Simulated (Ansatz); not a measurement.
**CdAg: all-electron results**

```
Cd Ag
1.0
     3.33000    0.00000    0.00000
     0.00000    3.33000    0.00000
     0.00000    0.00000    3.33000
Cd Ag
1 1
Direct
  0.50000 0.50000 0.50000
  0.00000 0.00000 0.00000
```

Atoms are numbered in the order listed.

The cell is COD entry 9008796, as deposited and not checked against the literature; nothing was relaxed.

All numbers are computed: DFT, PBEsol, all-electron LAPW, scalar-relativistic (Ansatz 0.2.0); DFT, PBEsol, PAW with Ansatz's default frozen-core files, scalar-relativistic (Ansatz 0.2.0).

For LAPW: a Γ-centred 12×12×12 k mesh, Fermi–Dirac smearing of 0.05 eV, basis error target 0.25 meV/atom, no spin polarisation. PAW takes a cutoff of 420 eV at this cell (files made with PBE, cores remade for this functional). The Ansatz runs share mesh, smearing and spin set-up. Values come from LAPW unless marked.

| Property | Result |
| --- | --- |
| Pressure at this cell | -1.69 GPa |
| Band gap | none: with an odd electron count and no spin polarisation the bands can't all be full, a metal in this set-up (spin order or a larger cell could open a gap) |
| Density of states at the Fermi level (0.2 eV bin) | 0.53 states/eV per cell |
| Löwdin charges (with 0.63 e of the cell spilling out of the atomic basis, so their sizes and signs hang on that basis) | Cd1 0.74, Ag2 -0.11 e |
| Bader charges (from the PAW run) | Cd1 +0.23, Ag2 -0.23 e |
| Volume per atom | 18.46 Å³ |
